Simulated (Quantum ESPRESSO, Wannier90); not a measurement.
**Tight-binding from DFT: ZrO$_{2}$ (P4₂/nmc)**

```
ZrO2
1.0
    3.60017     0.00000     0.00000
    0.00000     3.60017     0.00000
    0.00000     0.00000     5.22516
Zr O
2 4
Direct
  0.00000   0.00000   0.00000
  0.50000   0.50000   0.50000
  0.00000   0.50000   0.30177
  0.00000   0.50000   0.80177
  0.50000   0.00000   0.19823
  0.50000   0.00000   0.69823
```

Materials Project entry mp-2574; symmetrised, unrelaxed at this level. COD (Crystallography Open Database) has the formula in 4 space groups, this one among them (matched by group alone). Computed values, not measurements, from PBE: Quantum ESPRESSO (norm-conserving PseudoDojo potentials, cutoff 68 Ry, no spin polarisation, no spin-orbit coupling) on a Γ-centred 6×6×4 mesh, then Wannier90. Density: 8×8×6 mesh, cold smearing 0.01 Ry.

The lattice is scaled uniformly with fixed fractional positions (axis ratios and free coordinates are held, so this isn't the response to pressure), and at each scale an atom-like model (Zr d, O p; disentangled, num_iter = 0) is made. Listed is the largest hopping of each kind of orbital pair shown, with the distance of the two functions' centres at scale 1; the mesh was not varied.

```
scale  gap (eV)  modulus of t, O3 px–Zr2 dxz at 2.10 Å (eV)  modulus of t, O4 pz–O3 pz at 2.61 Å (eV)
-----  --------  ------------------------------------------  ----------------------------------------
0.950     4.494                                       2.475                                     0.745
0.975     4.289                                       2.260                                     0.713
1.000     4.070                                       2.067                                     0.679
1.025     3.794                                       1.892                                     0.644
1.050     3.515                                       1.732                                     0.608
```

Question: With |t| ∝ d^(−η), find η for each hopping from the ends of the series, and the volume deformation potential of the gap at scale 1.

Answer: 
- O3 px–Zr2 dxz at 2.10 Å: η = −ln(1.732/2.475)/ln(1.050/0.950) = 3.6
- O4 pz–O3 pz at 2.61 Å: η = −ln(0.608/0.745)/ln(1.050/0.950) = 2.0
Harrison's rules would take η = 3.5, 2.0 for these pairs; they describe atomic orbitals, while these are orthogonalised and change shape with the volume.
Volume deformation potential of the gap: dE_g/d ln V = (3.794 − 4.289)/(3 ln(1.025/0.975)) = -3.3 eV.
